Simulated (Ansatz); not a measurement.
The start is a randomly generated symmetric cell of HfN (space group No. 139). Cell shape, volume and atoms are optimised at zero target pressure with PBE (plane waves to 420 eV, PAW, scalar-relativistic; Ansatz, an electronic-structure program). First-step values are on the input's coarse k-mesh.

Ansatz input (later rounds restart from its end on a renewed k-mesh):
Ansatz 0.2 input:
```yaml
crystal:
  lattice:
    - [-1.8569614, 1.8569614, 5.1767393]
    - [1.8569614, -1.8569614, 5.1767393]
    - [1.8569614, 1.8569614, -5.1767393]
  atoms:
    - { symbol: Hf, position: [0.5, 0.5, 0] }
    - { symbol: Hf, position: [0, 0, 0] }
    - { symbol: N, position: [0.22741195, 0.22741195, 0] }
    - { symbol: N, position: [0.77258805, 0.77258805, 0] }
basis: { ecutwfc: 420, ecutrho_ratio: 4, xc_grid: 2, fft_grid_basis: typed }
kpoints: { mp_grid: { grid: [9, 9, 9] } }
hamiltonian:
  xc: pbe
  dispersion: none
  pseudopotentials: { azcp: { folder: ./paw }, kind: paw }
scf: { occupations: { method: fermi_dirac, width: 0.05 } }
relax: { f_tol: 0.01, max_steps: 100, cell: { stress_tol: 0.02 } }
output: { forces: true, stress: true }
```

Problem. What pressure does the first self-consistent step give?

Solution. -4 GPa (negative: the cell is under tension).

Problem. Which atoms feel the largest initial force, and how large is it?

Solution. About 0.6 eV/Å, on N3, N4 (atoms numbered as listed).

Problem. How much energy is released per atom?

Solution. 1.46 eV/atom.

Problem. How does the volume change?

Solution. +23.3 %, from 17.85 to 22.02 Å³/atom.

Problem. How do the shortest distances between atoms change?

Solution. The closest pairs of elements (up to four, under 3.6 Å), start → end: Hf–N 2.35 → 2.00 Å; Hf–Hf 2.63 → 3.32 Å; N–N 2.67 → 3.32 Å.

Problem. Is the relaxed structure metallic? Give its gap.

Solution. Zero (metallic).

Problem. What does it relax into? Give the structure.

Solution. 
```cif
data_HfN
_chemical_formula_sum 'Hf1 N1'
_space_group_name_H-M_alt 'P4/mmm'
_space_group_IT_number 123
_space_group_name_Hall '-P 4 2'
_cell_length_a 3.32152
_cell_length_b 3.32152
_cell_length_c 3.99155
_cell_angle_alpha 90.000
_cell_angle_beta 90.000
_cell_angle_gamma 90.000
loop_
_atom_site_label
_atom_site_type_symbol
_atom_site_symmetry_multiplicity
_atom_site_Wyckoff_symbol
_atom_site_fract_x
_atom_site_fract_y
_atom_site_fract_z
_atom_site_occupancy
Hf1 Hf 1 a 0.00000 0.00000 0.00000 1
N1 N 1 b 0.00000 0.00000 0.50000 1
```

Final values are on a 14×14×12 k-mesh of the relaxed cell. No spin polarisation in the result. The relaxed primitive cell holds an odd number of electrons. A magnetic state may lie lower.

The run could not lower the symmetry of its start; a shaken copy of this end point relaxes with PBE to Fm-3m (No. 225), 2.44 eV/atom lower.

The relaxed structure here is a generated cell of HfN: the first start was made by a random draw of sites in a space group, and the end was not matched to a known phase here, so it may be hypothetical. Known forms of HfN include space group No. 225.
